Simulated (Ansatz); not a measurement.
The relaxed structure here is a generated cell of ScAl3: the first start was made by a random draw of sites in a space group, and the end was not matched to a known phase here, so it may be hypothetical.

A relaxed cell of ScAl$_{3}$ (Imma (No. 74)), relaxed on a k-mesh at least as fine as the one used below. Method: PBEsol (plane waves to 420 eV, PAW, scalar-relativistic; Ansatz, a program for electronic structure). Γ-centred k-mesh 6×8×8 on the run's cell (coarser than for final values), Fermi–Dirac smearing 0.05 eV.

```xyz
8
Lattice="-2.1970 4.1780 4.2949 2.1970 -4.1780 4.2949 2.1970 4.1780 -4.2949" Properties=species:S:1:pos:R:3 pbc="T T T"
Al     2.1970     3.4267    -1.4485
Al     2.1970    -0.7513     1.4485
Al     0.0000     0.7513     5.7434
Al     0.0000     4.9292     2.8464
Al     0.0000     4.1780     0.0000
Al     0.0000     0.0000     0.0000
Sc     2.1970     2.0890     1.0024
Sc     0.0000     2.0890     3.2925
```

The atoms are displaced by (Å):

| atom | ux | uy | uz |
|---|---|---|---|
| Al1 | -0.006 | 0.062 | -0.023 |
| Al2 | -0.107 | -0.109 | 0.177 |
| Al3 | 0.119 | 0.017 | 0.002 |
| Al4 | 0.007 | -0.072 | 0.008 |
| Al5 | 0.022 | -0.105 | 0.096 |
| Al6 | 0.110 | -0.197 | -0.017 |
| Sc7 | 0.052 | -0.053 | 0.046 |
| Sc8 | 0.040 | -0.038 | 0.033 |

What forces (eV/Å) and pressure result?


| atom | Fx | Fy | Fz |
|---|---|---|---|
| Al1 | -0.81 | -0.35 | 0.66 |
| Al2 | 0.98 | 0.24 | -0.69 |
| Al3 | -0.68 | -0.57 | 0.07 |
| Al4 | 0.81 | 0.33 | 0.18 |
| Al5 | 0.29 | -0.01 | -0.06 |
| Al6 | -0.73 | 0.16 | -0.12 |
| Sc7 | 0.03 | -0.16 | -0.24 |
| Sc8 | 0.11 | 0.36 | 0.20 |

Pressure +0.6 GPa.

Estimate the energy cost of the displacement in the harmonic approximation and compare with the calculation.

For a harmonic well ΔE = −½ Σ F·u = 0.253 eV a cell, or 32 meV/atom. The calculated energy relative to the undisplaced cell is +0.03 eV/atom, so the harmonic estimate holds well.

The undisplaced cell is probably no minimum: from this displacement the run went on to C2/m (No. 12), 0.44 eV/atom below it.

No spin polarisation in the result.
